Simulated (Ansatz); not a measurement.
Ansatz input

```yaml
crystal:
  lattice:
    - [1.863519511, 0.0, 0.0]
    - [0.0, 1.863519511, 0.0]
    - [0.0, 0.0, 1.863519511]
  atoms:
    - { symbol: B, position: [0.0, 0.0, 0.0] }
hamiltonian:
  xc: lda
  pseudopotentials:
    kind: paw_fr
    azcp:
      B: "pseudopotentials/B.paw.azcp"
basis:
  ecutwfc: 420
  fft_grid_basis: typed
kpoints:
  mp_grid: { grid: [17, 17, 17], shift: [0, 0, 0] }
magnetization:
  noncollinear: true
  spin_orbit: true
scf:
  occupations: { method: fermi_dirac, width: 0.1 }
```

Output

```
Warning: the record states the generating functional pbe (its physics header spells it `PBE`), which answers neither for hamiltonian.xc's functional nor for the lda family's — results may be inconsistent (PPs are generated against a specific XC)
Engine: ansatz 0.2.0, x86_64-unknown-linux-gnu
Pseudopotentials: kind: paw_fr
Pseudopotential: B, paw_fr, valence charge 3, recommended cutoff 420 eV (normal) 
Functional definition: SPW92
  exchange = slater_x
  correlation = pw_c
non-collinear run that drives no moment, with spin-orbit: no starting moment large enough to seed its density (crystal.atoms[].spin), no starting occupations that ask for one, no magnetisation constraint and no magnetic field, so the semilocal B_xc is pinned to zero
Crystal: 1 atoms, lattice volume = 6.471 Å³
Basis set: ecut = 420 eV, 123 PW (Γ)
Bands: 12, of which v1, the nominal top of the filled ones, is band 3 counted from 1 (2 counted from 0)
Symmetry: 48 space group operations + 48 with time reversal
Magnetic group: BNS 221.93 (UNI 1595), of the structure as read, at distance tolerance 1.9e-5 Å
k-points: 165 of 4913
Projection manifold: j_resolved (fully-relativistic pseudo-atomic orbitals)
Non-local potential: B, projectors of the file, l = 0: 2, l = 1: 4, l = 2: 2
PAW form: soft (Blöchl's): semilocal exchange-correlation on the pseudo side does not see the compensation charge
PAW frozen core: B, regenerated for the run's functional, and the local potential with it (the file was generated under x = pbe(κ = 0.804, μ = 0.2195149727645171), c = pbe(β = 0.06672455060314922))
PAW one-centre angular grid: B, 110 points (default); XC on 64 Gauss nodes
Initial density: superposition of atomic densities (chi_scale 0.1, normalization cell)
Initial wavefunctions: pseudopotential atomic-orbital guess
Functional: x = slater, c = lda
SCF iter   1: F=—  HF=-148.688050 eV  |F-HF|=—  |Δ(HF+E_count)|=         —  Δρ=3.42e-2  dr2=4.42e-2  dr2_m=0.00e0 (ungated)  ethr=3.10e-3  |M|=0.00e0 ∫|m|=0.00e0 μB  |m|>n=0.0e0 m-floor=0.0e0 τ_xc=0.0e0  β_m=0.30  ⟨swp⟩=4.6  Hψ=5570  notcnv=0  defer=54
SCF iter   2: F=—  HF=-148.677042 eV  |F-HF|=—  |Δ(HF+E_count)|=   1.10e-2  Δρ=2.29e-2  dr2=1.93e-2  dr2_m=0.00e0 (ungated)  ethr=1.47e-3  |M|=0.00e0 ∫|m|=0.00e0 μB  |m|>n=0.0e0 m-floor=0.0e0 τ_xc=0.0e0  β_m=0.61  ⟨swp⟩=1.0  Hψ=1650  notcnv=0  defer=126
SCF iter   3: F=—  HF=-148.668673 eV  |F-HF|=—  |Δ(HF+E_count)|=   8.37e-3  Δρ=1.01e-3  dr2=2.51e-5  dr2_m=0.00e0 (ungated)  ethr=6.43e-4  |M|=0.00e0 ∫|m|=0.00e0 μB  |m|>n=0.0e0 m-floor=0.0e0 τ_xc=0.0e0  β_m=0.72  ⟨swp⟩=2.9  Hψ=1456  notcnv=0  defer=172
SCF iter   4: F=—  HF=-148.668670 eV  |F-HF|=—  |Δ(HF+E_count)|=   2.39e-6  Δρ=1.55e-4  dr2=8.79e-7  dr2_m=0.00e0 (ungated)  ethr=8.37e-7  |M|=0.00e0 ∫|m|=0.00e0 μB  |m|>n=0.0e0 m-floor=0.0e0 τ_xc=0.0e0  β_m=0.86  ⟨swp⟩=1.1  Hψ=780  notcnv=0  defer=172
SCF iter   5: F=-148.668670 eV  HF=-148.668670 eV  |F-HF|=4.88e-11  |Δ(HF+E_count)|=   2.60e-7  Δρ=3.27e-6  dr2=1.65e-10  dr2_m=0.00e0 (ungated)  ethr=3.33e-9  |M|=0.00e0 ∫|m|=0.00e0 μB  |m|>n=0.0e0 m-floor=0.0e0 τ_xc=0.0e0  ⟨swp⟩=2.0  Hψ=1552  notcnv=0
SCF 1 converged in 5 iterations: F = -148.668670 eV  dr2 = 1.65e-10
SCF converged after 5 iterations
Magnetization: |M| = 0.0000 μB,  M = (+0.0000, +0.0000, +0.0000) μB
Absolute magnetization: 0.0000 μB (∫|m|)
  site 0: m = (+0.0000, +0.0000, +0.0000) μB, |m| = 0.0000 μB  (R = 0.77 Å)
Free energy (F): -148.668670 eV
Harris-Foulkes:  -148.668670 eV  (|F-HF|=4.88e-11)
Internal energy: -148.658755 eV  (E = F + TS)
E sigma→0 (E₀):  -148.663713 eV
Entropy (-TS):   -0.009915 eV (-9.915 meV/atom)
Fermi energy:    10.672381 eV
--- Per-component energies (eV) ---
  E_band       = 14.293474
  E_kinetic    = 47.880948
  E_local      = -7.308603  (includes V_loc(G=0)·N_el)
  E_nonlocal   = 12.850052
  E_hartree    = 0.979566
  E_xc         = -31.979437
  E_vxc        = -38.063516  (∫ρ·V_xc dr)
  E_paw        = -72.468456  (= ΣΔE_a)
  E_vpaw       = -3.024529  (= ΣTr[D̂ρ^β])
  E_aug_tail   = -0.000003  (compensation charges beyond the density's cutoff)
  E_ewald      = -98.658667
  E_core_change = 0.045844  (= ΣΔE_core)
  E_smearing   = -0.009915  (= −TS)
  E_closure    = 0.000000  (closes the sum)
  Σ components = -148.668670   (vs F -148.668670, Δ=0.00e0)
```
